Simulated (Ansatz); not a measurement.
# Two-dimensional strain map in Pd

These are results of Ansatz 0.2.0, DFT LDA, scalar-relativistic, plane waves, PAW, not measurements. Cutoff 420 eV, Γ-centred 22×22×22 k-points, Gaussian smearing of 0.15 eV. No spin polarisation. Energies are free energies at this smearing, counted from the undisturbed cell; pressure is positive in compression.

Zero of the scan (as given, not relaxed at this level; it stands at -15.1 GPa; this bcc form isn't the usual structure):

```
CELL_PARAMETERS angstrom
-1.57228 1.57228 1.57228
1.57228 -1.57228 1.57228
1.57228 1.57228 -1.57228
ATOMIC_POSITIONS crystal
Pd 0.00000 0.00000 0.00000
```

The cell is strained by p along both x and y and by q along z, fractional coordinates fixed. Points are written (p, q).

Energy above the undisturbed cell in meV/atom (a dash: not computed):

| p \ q | -0.080 | 0.000 | 0.080 |
| --- | --- | --- | --- |
| -0.080 | 249.5 | -6.9 | -94.6 |
| 0.000 | -72.2 | 0.0 | 146.7 |
| 0.080 | 123.4 | 363.1 | – |

Pressure in GPa:

| p \ q | -0.080 | 0.000 | 0.080 |
| --- | --- | --- | --- |
| -0.080 | 55.8 | 21.8 | 0.1 |
| 0.000 | -0.7 | -15.1 | -23.3 |
| 0.080 | -22.5 | -27.6 | – |